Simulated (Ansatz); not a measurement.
ZnSe (zinc blende)

```cif
data_SeZn
_chemical_formula_sum 'Se1 Zn1'
_space_group_name_H-M_alt 'P 1'
_space_group_IT_number 1
_cell_length_a 4.00652
_cell_length_b 4.00652
_cell_length_c 4.00652
_cell_angle_alpha 60.000
_cell_angle_beta 60.000
_cell_angle_gamma 60.000
loop_
_space_group_symop_operation_xyz
  'x, y, z'
loop_
_atom_site_label
_atom_site_type_symbol
_atom_site_fract_x
_atom_site_fract_y
_atom_site_fract_z
_atom_site_occupancy
Se1 Se 0.75000 0.75000 0.75000 1
Zn1 Zn 0.00000 0.00000 0.00000 1
```

Equation-of-state scan: isotropic scaling of the cell above, V₀ being its volume. Symmetry pins the atoms to their sites.

Computed with r2SCAN (plane waves to 500 eV, PAW, scalar-relativistic; Ansatz, an electronic-structure program). k mesh 10×10×10 (Γ-centred), Fermi-Dirac smearing 0.05 eV. E stands for the smeared free energy. Compression counts positive. The PAW data are Ansatz's earlier set. ZnSe was relaxed with its symmetry unable to fall. ΔE is measured from the relaxed starting cell.

| V (Å³/cell) | ΔE (meV/atom) | P (GPa) |
|---|---|---|
| 40.93 | 55.8 | 8.65 |
| 42.07 | 29.9 | 6.02 |
| 43.20 | 12.7 | 3.74 |
| 44.34 | 3.0 | 1.74 |
| 45.48 | 0.0 | 0.00 |
| 46.61 | 2.8 | -1.53 |
| 47.75 | 10.6 | -2.86 |
| 48.89 | 22.9 | -4.03 |
| 50.02 | 39.0 | -5.04 |

Summary:

| Property | Value |
|---|---|
| Pressure at the smallest volume | 8.65 GPa |
| Energy cost of the largest compression | 55.8 meV/atom |
| Energy cost of the largest expansion | 39.0 meV/atom |
| Bulk modulus B₀ (third-order Birch-Murnaghan fit) | 65.2 GPa |
| Pressure derivative B₀′ (fit) | 4.4 |
| Equilibrium volume of the fit | 22.74 Å³/atom |
| Pressure for 5 % compression (fit) | 3.7 GPa |

(Under strain, the slope of the energy per volume gives the stress and its curvature an elastic modulus.)
